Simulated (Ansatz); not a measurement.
Which element?

Cell vectors (Å):

```
 2.9125  0.0000  0.0000
-1.4563  2.5223  0.0000
 0.0000  0.0000  2.8355
```

```tsv
atom	a	b	c
W	0.0000	0.0000	0.0000
X	0.6667	0.3333	0.5000
```

Theory: r²SCAN, PAW on Ansatz 0.2.0's default frozen-core files (fitted under PBE), scalar-relativistic. k mesh 18×18×16, strains of ±0.005, Fermi-Dirac smearing of 0.100 eV.

Elastic constants of a crystal by Kohn-Sham DFT: slopes of the stress over finite engineering strains of the given cell, Voigt indices, Cartesian axes as in the cell vectors.

```tsv
index	elastic (GPa)
11	736.4
12	238.6
13	174.2
33	995.6
44	315.1
```

**Question.** All X atoms are one element. Which one was computed?

**Answer.** C; the crystal is WC (P-6m2).

Caveats: frozen-core PAW files fitted under PBE, their cores solved anew for the functional of the run; responses of metals move with mesh and smearing; elastic stability says nothing of phonons or of other phases; no spin-orbit coupling on heavy atoms.
